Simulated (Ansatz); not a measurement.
A distorted cell of MgV₂O₆ (space group C2/m):

```xyz
9
Lattice="4.8241 -1.7784 0.0000 4.8241 1.7784 0.0000 -2.5805 0.0000 6.5268" Properties=species:S:1:pos:R:3 pbc="T T T"
Mg    -1.2902     0.0000     3.2634
V      1.5906     0.0000     1.0742
V      5.4771     0.0000     5.4526
O      6.6174     0.0000     0.5003
O      0.4503     0.0000     6.0266
O      7.0498     0.0000     4.9447
O      0.0180     0.0000     1.5821
O      2.5182     0.0000     2.4601
O      4.5496     0.0000     4.0667
```

The numbers are results of r2SCAN (plane waves to 500 eV, PAW, scalar-relativistic; Ansatz, a program for electronic structure), not measurements. k mesh 10×10×5 (Γ-centred), Fermi-Dirac smearing 0.05 eV. Energies are smeared free energies. Compression counts positive. Some relaxations began with atoms very close together and may have settled on another branch. MgV2O6 is run without spin polarisation. MgV2O6 was relaxed with its symmetry unable to fall.

Question: Give the stress tensor in GPa and the pressure.

Answer: 
```
   -5.2      0.0      3.8
    0.0     -9.5      0.0
    3.8      0.0     -4.2
```
The pressure, a third of the trace, is -6.3 GPa.

Question: It is the relaxed cell scaled evenly to V/V₀ = 1.107, atoms relaxed where free. What is its energy relative to the relaxed cell?

Answer: 26.7 meV/atom.

(A scan under strain: stresses follow from slopes of the energy per volume, elastic moduli from its curvatures.)
